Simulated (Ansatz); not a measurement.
## EuMn3 (AuCu3-type structure)

Level of theory: DFT, PBEsol, scalar-relativistic, collinear spin; plane waves to 420 eV with PAW datasets (Ansatz 0.2.0), 8×8×8 k-mesh, Gaussian smearing of 0.05 eV. The datasets are Ansatz's generated set soft_2.

```xyz
4
Lattice="4.0243 0.0000 0.0000 0.0000 4.0243 0.0000 0.0000 0.0000 4.0243" Properties=species:S:1:pos:R:3 pbc="T T T"
Eu    0.0000    0.0000    0.0000
Mn    0.0000    2.0122    2.0122
Mn    2.0122    2.0122    0.0000
Mn    2.0122    0.0000    2.0122
```

The cell came from substitution into a structure type; whether the compound takes it is for experiment to say.

Magnetic state: ferrimagnetic, site spin moments Eu 6.43; Mn -3.31 μB.

Cell and atoms are those of this level's equilibrium.

The cell has space group Pm-3m (read at 0.01 Å). In it the stress is 0.03, 0.03, 0.03, 0.00, 0.00, 0.00 GPa and the largest force component 0.000 eV/Å. Each change below starts from this cell, without further relaxation. Stress is in GPa, positive in compression, in the order xx, yy, zz, yz, xz, xy; energies are counted from the cell above and are free energies with the smearing's entropy, which match forces and stress in a metal.

Task: What happens when atom 1 (Eu) is moved by 0.08 Å along y?

Result: The energy changes by 19.1 meV per cell, and the force on it along the shift is -0.477 eV/Å (−F/u = 5.97 eV/Å²). Stress: 0.02, 0.00, 0.02, 0.00, 0.00, 0.00.
| atom | Fx (eV/Å) | Fy | Fz |
| --- | --- | --- | --- |
| Eu1 | 0.000 | -0.477 | 0.000 |
| Mn2 | 0.000 | 0.215 | 0.000 |
| Mn3 | 0.000 | 0.215 | 0.000 |
| Mn4 | 0.000 | 0.048 | 0.000 |
In a harmonic crystal the energy would rise by −½F·u = ½ × 5.97 × 0.08² eV = 19.1 meV, which matches.

Task: What stress follows from an engineering strain of -1 % in yz, atoms carried along?

Result: 0.02, 0.03, 0.03, 0.55, 0.00, 0.00 GPa; the energy changes by 1.1 meV per cell.
The change of the stress over the strain gives a clamped-atom stiffness of about 55 GPa for this component.
In a harmonic crystal the energy would rise by V(½Cε² − σ₀ε), with σ₀ the stress of the unstrained cell, = 1.1 meV, which matches.

Without a U the 4f levels of Eu lie too near the Fermi level, so their share of the states there, and what hangs on it, is overstated. Scalar-relativistic only: spin–orbit splittings of the heavy atoms' levels are missing. The run wasn't fully tested for a lower electronic state. Site moments are of spin, integrated over atomic spheres. The antiparallel order was set by the start and isn't a prediction.
